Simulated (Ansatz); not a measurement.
Vibrations of Rh (Fm-3m) by finite displacements

```xyz
1
Lattice="0.0000 1.8908 1.8908 1.8908 0.0000 1.8908 1.8908 1.8908 0.0000" Properties=species:S:1:pos:R:3 pbc="T T T"
Rh    0.0000    0.0000    0.0000
```

Unless marked otherwise, the numbers come from PBEsol, PAW on Ansatz 0.2.0's default frozen-core files (fitted under PBE), scalar-relativistic. k mesh 20×20×20, Fermi-Dirac smearing of 0.100 eV, cutoff 420 eV. The cell was relaxed by PAW under this functional.

Atoms are displaced by 0.0025 Å in the smallest supercells that hold the wave vectors of a 4×4×4 mesh. Negative values stand for unstable modes.

Task: What are the phonon energies at the solved wave vectors, in cm⁻¹?

Result: 

```json
{"q": "0.250 0.000 0.000", "point": "–", "modes (cm⁻¹)": "100.7 (×2), 201.3"}
{"q": "0.500 0.000 0.000", "point": "L", "modes (cm⁻¹)": "141.5 (×2), 247.9"}
{"q": "0.250 0.250 0.000", "point": "–", "modes (cm⁻¹)": "138.2 (×2), 211.5"}
{"q": "0.500 0.250 0.000", "point": "–", "modes (cm⁻¹)": "167.1, 179.2, 231.3"}
{"q": "-0.250 0.250 0.000", "point": "–", "modes (cm⁻¹)": "143.8, 172.4, 229.6"}
{"q": "0.500 0.500 0.000", "point": "X", "modes (cm⁻¹)": "189.1 (×2), 235.6"}
{"q": "-0.250 0.500 0.250", "point": "W", "modes (cm⁻¹)": "187.9, 206.7 (×2)"}
```

Task: Is the structure dynamically stable at these wave vectors?

Result: Yes, no mode is unstable there; wave vectors off this mesh aren't tested.

Task: The cell is scaled evenly to 13.249 and 13.790 Å³ (from 13.520), with free atoms relaxed and the shape held. What are the mode Grüneisen parameters γ = −d ln ω/d ln V?

Result: For the highest mode, 261.9 cm⁻¹ in the small cell and 234.3 in the large one give γ ≈ 2.78. From the change of the dynamical matrix on each mode:

```csv
point,cm⁻¹,γ
0.25/0/0,100.7,1.81
0.25/0/0,201.3,2.42
L,141.5,1.90
L,247.9,2.78
0.25/0.25/0,138.2,2.12
0.25/0.25/0,211.5,2.23
0.5/0.25/0,167.1,2.08
0.5/0.25/0,179.2,2.42
0.5/0.25/0,231.3,2.70
-0.25/0.25/0,143.8,1.83
-0.25/0.25/0,172.4,2.60
-0.25/0.25/0,229.6,2.53
X,189.1,2.24
X,235.6,2.85
W,187.9,2.29
W,206.7,2.70
```

Weighted by the modes' heat capacities at 300 K, the mean on this mesh is 2.31; it moves with the q mesh, and a coarse one overweights the zone boundary.

Keep in mind: frozen-core PAW files fitted under PBE, their cores solved anew for the functional of the run; responses of metals move with mesh and smearing.
